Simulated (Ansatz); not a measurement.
SrMoO₃:
```yaml
crystal:
  lattice:
    - [3.95007, 3.95004, 0.00000]
    - [-3.95007, 3.95004, 0.00000]
    - [-3.94969, 0.00000, 3.95012]
  atoms:
    - { symbol: Sr, position: [0.74997, 0.25003, 0.49998] }
    - { symbol: Sr, position: [0.25003, 0.74997, 0.50002] }
    - { symbol: Mo, position: [0.50000, 0.00000, 0.00000] }
    - { symbol: Mo, position: [0.00000, 0.50000, 0.00000] }
    - { symbol: O, position: [0.24971, 0.75029, 0.99986] }
    - { symbol: O, position: [0.75029, 0.24971, 0.00014] }
    - { symbol: O, position: [0.25008, 0.25008, 0.50000] }
    - { symbol: O, position: [0.74992, 0.74992, 0.50000] }
    - { symbol: O, position: [0.74980, 0.74980, 0.00000] }
    - { symbol: O, position: [0.25020, 0.25020, 0.00000] }
```

Relaxed with PBEsol.

### Question
Map the electron localisation function on the plane through (0.750, 0.250, 0.500) spanned by u = [0, 0, 1] and v = [1, 1, 0] in lattice vectors, from plane-wave PAW PBEsol (Ansatz code).

### Answer
x is the fraction of u, y of v (the angle between them is 90°; rows are the nearest grid lines); atoms in the plane: Sr at (0.00, 0.00), Sr at (1.00, 0.50), Mo at (0.50, 0.75), Mo at (0.50, 0.25), O at (0.50, 0.50), O at (0.50, 0.00).
```
y \ x   0.000  0.107  0.179  0.286  0.357  0.464  0.536  0.643  0.714  0.821  0.893   1.00
------  -----  -----  -----  -----  -----  -----  -----  -----  -----  -----  -----  -----
1.00    0.007  0.835  0.696  0.165  0.777  0.422  0.425  0.776  0.163  0.697  0.835  0.007
0.925   0.832  0.850  0.325  0.108  0.506  0.801  0.801  0.504  0.107  0.325  0.850  0.832
0.850   0.369  0.077  0.041  0.124  0.182  0.359  0.360  0.182  0.124  0.042  0.077  0.369
0.775   0.012  0.037  0.074  0.129  0.546  0.571  0.571  0.546  0.129  0.074  0.037  0.012
0.700   0.017  0.029  0.069  0.133  0.472  0.726  0.726  0.472  0.133  0.069  0.029  0.017
0.625   0.761  0.348  0.049  0.105  0.151  0.176  0.176  0.151  0.105  0.049  0.349  0.761
0.550   0.571  0.865  0.552  0.134  0.684  0.768  0.767  0.685  0.135  0.552  0.865  0.571
0.450   0.571  0.865  0.552  0.134  0.684  0.768  0.767  0.685  0.135  0.552  0.865  0.571
0.375   0.761  0.348  0.049  0.105  0.151  0.176  0.176  0.151  0.105  0.049  0.349  0.761
0.300   0.017  0.029  0.069  0.133  0.472  0.726  0.726  0.472  0.133  0.069  0.029  0.017
0.225   0.012  0.037  0.074  0.129  0.546  0.571  0.571  0.546  0.129  0.074  0.037  0.012
0.150   0.369  0.077  0.041  0.124  0.182  0.359  0.360  0.182  0.124  0.042  0.077  0.369
0.0750  0.832  0.850  0.325  0.108  0.506  0.801  0.801  0.504  0.107  0.325  0.850  0.832
0.000   0.007  0.835  0.696  0.165  0.777  0.422  0.425  0.776  0.163  0.697  0.835  0.007
```

The density is the valence pseudo-density with augmentation charge, so density and ELF within about 1 Å of a nucleus are not all-electron values.

Space group Pm-3m (cubic perovskite). The first step of the workflow began from a Materials Project structure, measured or hypothetical; the Crystallography Open Database copy checked does not list it. Whether it is the stable phase at ambient conditions was not checked. The cell keeps a stress of up to 0.2 GPa. The PBEsol relaxation kept the symmetry of its start; its stability against distortions is not shown here. The workflow began spin-polarised and lost its moments. No Hubbard U is applied.

Potentials: the later of the program's two PAW sets.
